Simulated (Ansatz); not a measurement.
The elements of this relaxed trial crystal are hidden behind letters.

```
lattice vectors (Å)
   0.0000    2.8422    2.8422
   2.8422    0.0000    2.8422
   2.8422    2.8422    0.0000
fractional positions
X 0.2500 0.2500 0.2500
X 0.7500 0.7500 0.7500
Z 0.0000 0.0000 0.0000
```

All numbers below come from DFT PBE, scalar-relativistic, plane waves, PAW (Ansatz 0.2.0). Cutoff 420 eV, Γ-centred 14×14×14 mesh (3-atom cell), Gaussian smearing of 0.10 eV, collinear spin.

* Space group: Fm-3m (No. 225)
* Conventional cell: a = 5.684 Å
* Volume per atom: 15.31 Å³
* Density: 4.70 g/cm³
* Energy over the elements: +0.04 eV/atom
* Gap on the 14×14×14 mesh of the 3-atom cell: 0 eV (a metal)
* Net moment per atom: 0.00 μB

Energies are uncorrected and count from the elements' standard states at the same level.

Question: X is a d-block element of period 4 and Z is a p-block element of period 3. Which elements are they?

Answer: X = V, Z = Si, so the formula is V2Si, here in the anti-fluorite type. Density times volume gives a mean mass of 4.70 × 15.31/1.6605 = 43.3 u per atom, and this set has 43.3 u. Among the elements that the hints allow, noble gases aside, only these give it. Around V lie 4 Si at 2.46 Å and 6 V at 2.84 Å; around Si lie 8 V at 2.46 Å.

A structure relaxed within its symmetry needn't be a true minimum.
